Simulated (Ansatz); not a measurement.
ScCu: energy along a strain

ScCu, Pm-3m, a = 3.256 Å (as given, not relaxed at this level: -1.7 GPa). The structure is a COD entry; whether it is the stable form wasn't checked. Ansatz: r2SCAN, PAW, 500 eV, Γ-centred 14×14×14 mesh on 2 atoms, Gaussian smearing 0.15 eV; no spin polarisation. Cell vectors (Å): 3.256 0.000 0.000; 0.000 3.256 0.000; 0.000 0.000 3.256. The cell is strained by x per cent times the pattern (1 0 0 0 0 0) in the order xx yy zz yz xz xy (engineering shears), with fractional coordinates held. y is the free energy over the start, V0 = 17.259 Å³/atom.

```
x (%) y (meV/atom)
-2.00         -0.71
-1.50         -1.09
-1.00         -1.08
-0.50         -0.72
 0.00          0.00
 0.50          1.07
 1.00          2.47
 1.50             ?
 1.75          5.19
 2.00          6.25
```

Q: Fit y = c1 x + c2 x² + c3 x³ to the other rows, get the stiffness along the pattern, and predict the missing energy.

A: Least squares on the rows shown. y = 1.791 x + 0.6926 x² − 0.01254 x³. The clamped-ion stiffness p·C·p = 2 × 6.926 eV × 160.2 / 17.259 Å³ = 129 GPa, which is C11 in these axes (second derivative at the start, which stands under stress). At x = 1.50 the fit asked for gives 4.20 meV/atom. The run gave 4.20 meV/atom, the same to the digits shown.